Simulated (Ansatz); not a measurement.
Rb₂ScInCl₆:
```
Rb2ScInCl6
1.0
    0.00000     5.46592     5.46592
    5.46592     0.00000     5.46592
    5.46592     5.46592     0.00000
Rb Sc In Cl
2 1 1 6
Direct
  0.75000   0.75000   0.75000
  0.25000   0.25000   0.25000
  0.00000   0.00000   0.00000
  0.50000   0.50000   0.50000
  0.77268   0.22732   0.22732
  0.22732   0.77268   0.77268
  0.22732   0.77268   0.22732
  0.77268   0.22732   0.77268
  0.22732   0.22732   0.77268
  0.77268   0.77268   0.22732
```

Relaxed with r²SCAN. Special points in fractions of this cell's reciprocal vectors: Γ (0.000, 0.000, 0.000); X (0.500, 0.000, 0.500); U (0.625, 0.250, 0.625); K (0.375, 0.375, 0.750); L (0.500, 0.500, 0.500); W (0.500, 0.250, 0.750).

Question: List the band energies nearest the valence-band maximum at these points for DFT-r²SCAN in the program Ansatz with PAW potentials.

Answer: In eV from the valence-band maximum; about four levels below and three above (degenerate sets whole), none deeper than 8.9 eV; points with the same levels are listed once.

```tsv
k	below	above
Γ	-1.99 -1.99 -1.99 -0.76	2.69 2.69 2.69
X	-2.38 -2.38 -2.00 -0.60	2.68 2.92 2.92
U	-2.33 -2.28 -2.08 -0.38	2.71 2.85 2.89
L	-2.21 -2.21 -2.13 0.00	2.63 2.77 2.77
W	-2.38 -2.16 -2.16 -0.37	2.78 2.78 2.92
```

Space group Fm-3m. The workflow started from a Materials Project entry (that database holds measured and hypothetical structures alike); the Crystallography Open Database copy checked does not list it. Its standing as an ambient phase is unchecked. The cell was relaxed with r²SCAN under the symmetry of its start; whether a distortion lowers the energy is not shown. The run is not spin-polarised. Spin–orbit coupling is left out wherever it is not named.

Potentials: the later of the program's two PAW sets.
